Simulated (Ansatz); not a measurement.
LuHg, DFT, LDA, all-electron PAW with datasets made for the crystal, scalar-relativistic (Ansatz 0.2.0), run on 1 thread of Arm Neoverse V1 on a shared host.

The geometry is COD entry 1523433, unchecked; take it as a test cell. The listed cell was then made from it by scaling, straining or moving an atom.

Command: `ansatz run input.yaml --threads 1 --pin off --max-ram 3072MiB --backend cpu --events-out ev --progress --plain --runs-dir out`

```yaml
crystal:
  lattice:
    - [3.6544659696, 0.0, 0.0]
    - [0.0, 3.6544659696, 0.0]
    - [0.0, 0.0, 3.6544659696]
  atoms:
    - { symbol: Lu, position: [0.5, 0.5, 0.5] }
    - { symbol: Hg, position: [0.0, 0.0, 0.0] }
kpoints:
  mp_grid: { grid: [10, 10, 10] }
scf:
  occupations: { method: fermi_dirac, width: 0.05 }
hamiltonian:
  xc: lda
  pseudopotentials: { kind: all_electron, datasets: crystal }
output:
  forces: true
  stress: true
  eigenvalues: true
  efg: { contact_densities: true }
```

(1) How large is the problem that the program sets up?

(2) Estimate the wall time and the peak memory.

(3) And the same cell and mesh by PAW with the default files, asked for forces, stress, eigenvalues, efg, on the same hardware?

Answers

(1) 56 irreducible k-points, 739 plane waves at Γ, 24 bands.

(2) 16 s of wall time for 10 SCF iterations, with a peak of 0.59 GiB. Times on shared machines scatter by tens of per cent.

(3) 8.7 s, peak memory 0.43 GiB.
